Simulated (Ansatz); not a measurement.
Recipe of this trial structure of TiAgC₆N₆: cyanide-bridged rock-salt net of two metals, 0 guest cations a cell (Fm-3m, No. 225). Lengths were set from tabulated atomic sizes, so they are only a guess.

```cif
data_structure
_symmetry_space_group_name_H-M 'P 1'
_symmetry_Int_Tables_number 1
_cell_length_a 7.3850
_cell_length_b 7.3850
_cell_length_c 7.3850
_cell_angle_alpha 60.000
_cell_angle_beta 60.000
_cell_angle_gamma 60.000
_cell_volume 284.80
loop_
_atom_site_label
_atom_site_type_symbol
_atom_site_fract_x
_atom_site_fract_y
_atom_site_fract_z
_atom_site_occupancy
Ti1 Ti 0.50000 0.50000 0.50000 1
Ag1 Ag 0.00000 0.00000 0.00000 1
C1 C 0.80640 0.19360 0.19360 1
C2 C 0.19360 0.80640 0.19360 1
C3 C 0.19360 0.19360 0.80640 1
C4 C 0.19360 0.80640 0.80640 1
C5 C 0.80640 0.19360 0.80640 1
C6 C 0.80640 0.80640 0.19360 1
N1 N 0.69437 0.30563 0.30563 1
N2 N 0.30563 0.69437 0.30563 1
N3 N 0.30563 0.30563 0.69437 1
N4 N 0.30563 0.69437 0.69437 1
N5 N 0.69437 0.30563 0.69437 1
N6 N 0.69437 0.69437 0.30563 1
```

Level of theory: DFT PBE, scalar-relativistic, plane waves, PAW in Ansatz. Cutoff 420 eV, Gaussian smearing, Γ-centred meshes. Cell and atoms relax first on a coarse mesh and then on a finer one. In between, the cell is made exact in the group found at 0.06 Å. In metals the finer mesh still leaves noise of several meV/atom or more. The steps can't lower the symmetry of their start. Collinear spin, starting moments Ti 1.0 μB.

A guess keeps its type if space group and coordination stay and the shape of the cell changes little (axis ratios within about 15 %, angles within 6°); the volume may change.

**Question.** Does it keep its structure type, or change into something else?

**Answer.** It keeps its type. The symmetry stays Fm-3m (No. 225). The volume per atom grows by 17.9 %, from 20.3 to 24.0 Å³. The shortest distance stays 1.17 Å (C–N). Counting neighbours within 15 % of an atom's shortest distance, the start has Ag 6, C 1, N 1, Ti 6 and the end Ag 6, C 1, N 1, Ti 6.

The last run used collinear spin, a 6×6×6 mesh for its 14-atom cell and Gaussian smearing of 0.10 eV. In such compounds of Ti a zero gap at this level may well be an artefact, since no Hubbard U is applied. Another magnetic order may lie lower. A structure relaxed within its symmetry needn't be a true minimum.
